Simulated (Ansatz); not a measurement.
Free-standing sheets of WAs4Si2, MA2Z4 (prismatic core, outer Z over the empty site)-type layer and Bi, polar puckered (GeS)-type layer are relaxed with the program Ansatz at the PBE level (PAW). Aligned at the vacuum level, what band offsets and what type of junction result?

WAs4Si2: VBM -4.64, CBM -4.16 eV; Bi: VBM -3.69, CBM -3.62 eV. Valence offset 0.96 eV (Bi higher), conduction offset 0.54 eV (WAs4Si2 lower): type III (broken gap).

Natural alignment of Kohn–Sham levels: no interface dipole, strain or quasiparticle shift.

All cells were relaxed under the symmetry of their starts (and spin orders); stability against distortions was not tested throughout. Rows with no word on spin ran without spin polarisation. Scalar-relativistic: spin–orbit coupling is off unless named, which matters more the heavier the elements. Constructed layers (a layer type filled with these elements): WAs4Si2, MA2Z4 (prismatic core, outer Z over the empty site)-type layer; Bi, polar puckered (GeS)-type layer.

Potentials: the later of the program's two PAW sets.
